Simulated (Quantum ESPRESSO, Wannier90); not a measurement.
# Wannier functions of WSe₂ (P-6m2, isolated units)

Cell from Materials Project (mp-1023936), symmetrised, no further relaxation. Computed values, not measurements, from PBEsol: Quantum ESPRESSO (norm-conserving PseudoDojo potentials, cutoff 69 Ry, no spin polarisation, no spin-orbit coupling) on a Γ-centred 6×6×4 mesh, then Wannier90. Density: 12×12×1 mesh, cold smearing 0.01 Ry. The cell is built of weakly bound layers, chains or molecules, whose nearest atoms lie 13.33 Å apart, far more than in van der Waals crystals (3.2 to 4.2 Å): it describes nearly isolated units, such as a monolayer, not the bulk crystal. Spin-orbit coupling is left out although heavy elements are present.

On the energy scale of pw.x, whose zero is arbitrary, the valence-band maximum lies at 1.74 eV.

Input w.win:

```
num_bands = 9
num_wann = 9
exclude_bands = 1-14,24-37
num_iter = 800
conv_tol = 1.0e-6
conv_window = 4
trial_step = 10.0
write_hr = true
write_u_matrices = true
auto_projections = true
begin unit_cell_cart
ang
    3.3179398579    0.0000000000    0.0000000000
   -1.6589699289    2.8734202051    0.0000000000
    0.0000000000    0.0000000000   16.6581400000
end unit_cell_cart
begin atoms_frac
W    0.0000000000  0.0000000000  0.0000000000
Se   0.3333333333 -0.3333333333  0.0997900000
Se   0.3333333333 -0.3333333333 -0.0997900000
end atoms_frac
mp_grid = 6 6 4
begin kpoints
0.0000000000 0.0000000000 0.0000000000
0.0000000000 0.0000000000 0.2500000000
0.0000000000 0.0000000000 0.5000000000
... (141 more lines: the 6x6x4 mesh through Gamma)
end kpoints
```

Input of pw2wannier90.x that gives the overlap and projection files (equivalent; here they were cut from one run over all bands):

```
&inputpp
  outdir = './out'
  prefix = 'pwscf'
  seedname = 'w'
  write_amn = .true.
  write_mmn = .true.
  scdm_proj = .true.
  scdm_entanglement = 'isolated'
/
```

Output w.wout (banner and timings cut):

```
                                    ------
                                    SYSTEM
                                    ------

                              Lattice Vectors (Ang)
                    a_1     3.317940   0.000000   0.000000
                    a_2    -1.658970   2.873420   0.000000
                    a_3     0.000000   0.000000  16.658140

                   Unit Cell Volume:     158.81597  (Ang^3)

                        Reciprocal-Space Vectors (Ang^-1)
                    b_1     1.893701   1.093329  -0.000000
                    b_2     0.000000   2.186657   0.000000
                    b_3     0.000000  -0.000000   0.377184

 *----------------------------------------------------------------------------*
 |   Site       Fractional Coordinate          Cartesian Coordinate (Ang)     |
 +----------------------------------------------------------------------------+
 | w    1   0.00000   0.00000   0.00000   |    0.00000   0.00000   0.00000    |
 | se   1   0.33333  -0.33333   0.09979   |    1.65897  -0.95781   1.66232    |
 | se   2   0.33333  -0.33333  -0.09979   |    1.65897  -0.95781  -1.66232    |
 *----------------------------------------------------------------------------*
                                ------------
                                K-POINT GRID
                                ------------

             Grid size =  6 x  6 x  4      Total points =  144

 *---------------------------------- MAIN ------------------------------------*
 |  Number of Wannier Functions               :                 9             |
 |  Number of Objective Wannier Functions     :                 9             |
 |  Number of input Bloch states              :                 9             |
 |  Output verbosity (1=low, 5=high)          :                 1             |
 |  Timing Level (1=low, 5=high)              :                 1             |
 |  Optimisation (0=memory, 3=speed)          :                 3             |
 |  Length Unit                               :               Ang             |
 |  Post-processing setup (write *.nnkp)      :                 F             |
 |  Using Gamma-only branch of algorithms     :                 F             |
 *----------------------------------------------------------------------------*
 *------------------------------- WANNIERISE ---------------------------------*
 |  Total number of iterations                :               800             |
 |  Number of CG steps before reset           :                 5             |
 |  Trial step length for line search         :            10.000             |
 |  Convergence tolerence                     :         0.100E-05             |
 |  Convergence window                        :                 4             |
 |  Iterations between writing output         :                 1             |
 |  Iterations between backing up to disk     :               100             |
 |  Write r^2_nm to file                      :                 F             |
 |  Write xyz WF centres to file              :                 F             |
 |  Write on-site energies <0n|H|0n> to file  :                 F             |
 |  Use guiding centre to control phases      :                 F             |
 |  Use phases for initial projections        :                 F             |
 *----------------------------------------------------------------------------*
 *-------------------------------- PLOTTING ----------------------------------*
 |  Plotting Hamiltonian in WF basis          :                 T             |
 *----------------------------------------------------------------------------*

       ... (k-mesh section left out)

 Starting a new Wannier90 calculation ...

 Reading overlaps from w.mmn

 Reading projections from w.amn

 *------------------------------- WANNIERISE ---------------------------------*
 +--------------------------------------------------------------------+<-- CONV
 | Iter  Delta Spread     RMS Gradient      Spread (Ang^2)            |<-- CONV
 +--------------------------------------------------------------------+<-- CONV

 ------------------------------------------------------------------------------
 Initial State
  WF centre and spread    1  (  0.130505, -0.220560,  0.498717 )     5.60267030
  WF centre and spread    2  ( -0.618187, -0.335406,  0.455495 )     4.95968119
  WF centre and spread    3  (  0.191568,  0.745464, -0.640608 )     4.36443488
  WF centre and spread    4  ( -0.166686, -0.402198, -0.082324 )     5.59855462
  WF centre and spread    5  (  0.347710,  0.153186, -0.125516 )     5.20846501
  WF centre and spread    6  (  1.628876, -0.981490, -2.022255 )     2.22792388
  WF centre and spread    7  (  1.664657, -0.975546,  2.038473 )     2.08180734
  WF centre and spread    8  (  1.156114, -0.728037,  0.822845 )     2.58258651
  WF centre and spread    9  (  2.322392, -0.871510, -0.943575 )     2.73831909
  Sum of centres and spreads (  6.656948, -3.616098,  0.001252 )    35.36444284

      0     0.354E+02     0.0000000000       35.3644428302  <-- CONV
        O_D=      1.4883066 O_OD=     18.5803114 O_TOT=     35.3644428 <-- SPRD
 ------------------------------------------------------------------------------
      1    -0.445E+01     1.3543361500       30.9120473824  <-- CONV
        O_D=      1.3636053 O_OD=     14.2526172 O_TOT=     30.9120474 <-- SPRD
      2    -0.141E+01     1.4043980462       29.5037280293  <-- CONV
        O_D=      0.9986261 O_OD=     13.2092770 O_TOT=     29.5037280 <-- SPRD
      3    -0.685E+00     2.6955549365       28.8183032692  <-- CONV
        O_D=      0.8854077 O_OD=     12.6370707 O_TOT=     28.8183033 <-- SPRD
      4    -0.116E+01     1.2089772862       27.6584318810  <-- CONV
        O_D=      0.7451950 O_OD=     11.6174120 O_TOT=     27.6584319 <-- SPRD
      5    -0.817E+00     1.9567738174       26.8410466650  <-- CONV
        O_D=      0.6729369 O_OD=     10.8722849 O_TOT=     26.8410467 <-- SPRD
       ... (lines left out)
    100    -0.808E-04     0.0178137294       18.6165777666  <-- CONV
        O_D=      0.2924170 O_OD=      3.0283359 O_TOT=     18.6165778 <-- SPRD
       ... (lines left out)
    192    -0.642E-06     0.0015094238       18.6150975266  <-- CONV
        O_D=      0.2922392 O_OD=      3.0270334 O_TOT=     18.6150975 <-- SPRD
    193    -0.613E-06     0.0019646599       18.6150969138  <-- CONV
        O_D=      0.2922387 O_OD=      3.0270333 O_TOT=     18.6150969 <-- SPRD
    194    -0.622E-06     0.0014496425       18.6150962919  <-- CONV
        O_D=      0.2922375 O_OD=      3.0270339 O_TOT=     18.6150963 <-- SPRD
             <<<     Delta < 1.000E-06  over  4 iterations     >>>
             <<< Wannierisation convergence criteria satisfied >>>
 Final State
  WF centre and spread    1  (  0.000397,  1.167430,  1.078048 )     1.98486822
  WF centre and spread    2  ( -1.011342, -0.583861,  1.077283 )     1.98455698
  WF centre and spread    3  ( -0.000488,  1.167558, -1.077758 )     1.98479135
  WF centre and spread    4  ( -0.000051, -1.915334, -0.000000 )     3.62426473
  WF centre and spread    5  (  1.011513, -0.583595, -1.077272 )     1.98456435
  WF centre and spread    6  (  1.659031, -0.957447, -2.087794 )     1.54135454
  WF centre and spread    7  (  1.658718, -0.957154,  2.087794 )     1.54134545
  WF centre and spread    8  (  1.011266, -0.584433,  1.076899 )     1.98464729
  WF centre and spread    9  (  2.306844, -0.584431, -1.077201 )     1.98470339
  Sum of centres and spreads (  6.635886, -3.831269, -0.000000 )    18.61509630

         Spreads (Ang^2)       Omega I      =    15.295824873
        ================       Omega D      =     0.292237517
                               Omega OD     =     3.027033902
    Final Spread (Ang^2)       Omega Total  =    18.615096292
```
